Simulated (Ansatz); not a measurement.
**How the vibrations of LiGa change with volume**

Level of theory: DFT LDA, scalar-relativistic, plane waves, PAW (Ansatz 0.2.0). Settings: 420 eV plane-wave cutoff, Γ-centred 12×12×12 mesh, Fermi-Dirac smearing of 0.15 eV. No spin polarisation. Phonons by linear response, acoustic sum rule imposed.

The cell, relaxed at this level:
Space group Fd-3m:1 (No. 227). a = 6.055 Å, b = 6.055 Å, c = 6.055 Å, α = 90.00°, β = 90.00°, γ = 90.00°
| atom | site | symmetry | x | y | z |
| --- | --- | --- | --- | --- | --- |
| Li | 8b | -43m | 0.0000 | 0.0000 | 0.5000 |
| Ga | 8a | -43m | 0.5000 | 0.0000 | 0.5000 |

In a metal, frequencies depend on the k mesh and the smearing, soft modes most.

Cells at 0.98 and 1.02 times the equilibrium volume were relaxed in shape and atoms; γ = −d ln ν / d ln V, modes matched by rank.

(1) Give the optical frequencies at Γ (cm⁻¹) at the three volumes and the mode Grüneisen parameters.

(2) What pressures hold the two strained cells, and what bulk modulus follows?

Answers

(1)
| 0.98 V | V | 1.02 V | γ | degeneracy |
| --- | --- | --- | --- | --- |
| 188 | 182 | 177 | 1.55 | 3 |
| 268 | 259 | 251 | 1.67 | 3 |
| 384 | 374 | 365 | 1.24 | 3 |

(2) 1.13 GPa at 0.98 V and -1.01 GPa at 1.02 V, so B = −dP/d ln V ≈ 54 GPa.